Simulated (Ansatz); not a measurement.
Mo:
```yaml
crystal:
  lattice:
    - [-1.58022, 1.58022, 1.58022]
    - [1.58022, -1.58022, 1.58022]
    - [1.58022, 1.58022, -1.58022]
  atoms:
    - { symbol: Mo, position: [0.00000, 0.00000, 0.00000] }
```

Relaxed with PBE. Special points in fractions of this cell's reciprocal vectors: Γ (0.000, 0.000, 0.000); H (0.500, -0.500, 0.500); N (0.000, 0.000, 0.500); P (0.250, 0.250, 0.250).

Q: List the band energies nearest the Fermi level at these points for PBE in the plane-wave PAW code Ansatz.

A: In eV from the Fermi level; about four levels below and three above (degenerate sets whole), none deeper than 8.9 eV; … stands for higher levels left out; points with the same levels are listed once.

| k | below | above |
|---|---|---|
| Γ | -7.21 -1.36 -1.36 -1.36 | 1.62 1.62 … |
| H | -5.38 -5.38 | 3.90 3.90 3.90 |
| N | -5.28 -3.37 | 1.57 1.65 2.27 |
| P | -2.62 -2.62 -2.62 | 2.39 2.39 9.47 |

Space group Im-3m (bcc (W type)). The PBE relaxation kept the symmetry of its start. The run is not spin-polarised. Spin–orbit coupling is left out wherever it is not named.

Potentials: the later of the program's two PAW sets.
